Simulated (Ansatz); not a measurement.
An elastic tensor (GPa, Voigt order, standard axes) from DFT-PBEsol in the program Ansatz with PAW potentials:

```
497  106  106  0.0  0.0  0.0
106  497  106  0.0  0.0  0.0
106  106  497  0.0  0.0  0.0
0.0  0.0  0.0  156  0.0  0.0
0.0  0.0  0.0  0.0  156  0.0
0.0  0.0  0.0  0.0  0.0  156
```

Task: Pick the material that matches.
A) ZrC, rock salt
B) Sn3Pd, Cu3Au type
C) Ba2LuRuO6, Fm-3m (Lu on 4a, O on 24e, Ru on 4b, Ba on 8c)
D) In2Pt, fluorite or antifluorite type

Result: A, ZrC, rock salt

The cell was relaxed with PBEsol under the symmetry of its start; of distortions, only those at the zone centre were tested. The run is not spin-polarised. As this level gives no gap, shear constants depend on the k-mesh and smearing (Fermi–Dirac, 0.1 eV here).

Potentials: the later of the program's two PAW sets.
